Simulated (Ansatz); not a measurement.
## Equation of state of CaMg2

A database entry relaxed whole under r2SCAN (P6_3/mmc):

```yaml
crystal:
  lattice:
    - [6.25588, 0.00000, 0.00000]
    - [-3.12794, 5.41775, 0.00000]
    - [0.00000, 0.00000, 10.01771]
  atoms:
    - { symbol: Ca, position: [0.33333, 0.66667, 0.06191] }
    - { symbol: Ca, position: [0.66667, 0.33333, 0.56191] }
    - { symbol: Ca, position: [0.33333, 0.66667, 0.43809] }
    - { symbol: Ca, position: [0.66667, 0.33333, 0.93809] }
    - { symbol: Mg, position: [0.00000, 0.00000, 0.00000] }
    - { symbol: Mg, position: [0.00000, 0.00000, 0.50000] }
    - { symbol: Mg, position: [0.83103, 0.66206, 0.25000] }
    - { symbol: Mg, position: [0.16897, 0.83103, 0.75000] }
    - { symbol: Mg, position: [0.33794, 0.16897, 0.25000] }
    - { symbol: Mg, position: [0.16897, 0.33794, 0.75000] }
    - { symbol: Mg, position: [0.83103, 0.16897, 0.25000] }
    - { symbol: Mg, position: [0.66206, 0.83103, 0.75000] }
```

The cell was scaled uniformly, its shape held, and the atoms relaxed at each volume with plane-wave PAW DFT (Ansatz 0.2.0; r2SCAN, 500 eV, 6×6×4 Γ-centred mesh, fermi-dirac occupations of width 0.100 eV; no spin, no spin-orbit coupling). One row is withheld.

```csv
volume (Å³/atom),energy over the lowest (meV/atom),pressure (GPa)
26.596,11.1,2.21
27.162,4.8,1.41
27.728,?,?
28.294,0.0,0.02
28.860,1.1,-0.59
29.426,4.2,-1.14
29.992,9.2,-1.64
```

Question: Fit the pressures of the other rows to the third-order Birch-Murnaghan form.

Answer: With f = [(V₀/V)^(2/3) − 1]/2 and P = 3B₀f(1 + 2f)^(5/2)[1 + 3(B₀′ − 4)f/2], least squares gives V₀ = 28.31 Å³ an atom, B₀ = 31.6 GPa and B₀′ = 3.8; the rows miss the fit by less than 0.01 GPa. The slope of the energies differs from these pressures by less than 0.05 GPa.

Question: What does the withheld row hold?

Answer: The fit gives 0.68 GPa at 27.728 Å³; the run gave 0.68 GPa and 1.2 meV an atom.

Caveats: the shape of the cell was held, so B₀ is an upper bound where the axes differ in stiffness; 0 K, fixed nuclei; the symmetry was kept, and this need not be the phase that is stable at 0 K; one mesh for all volumes; every run is gapless at this level; pressure is positive in compression.
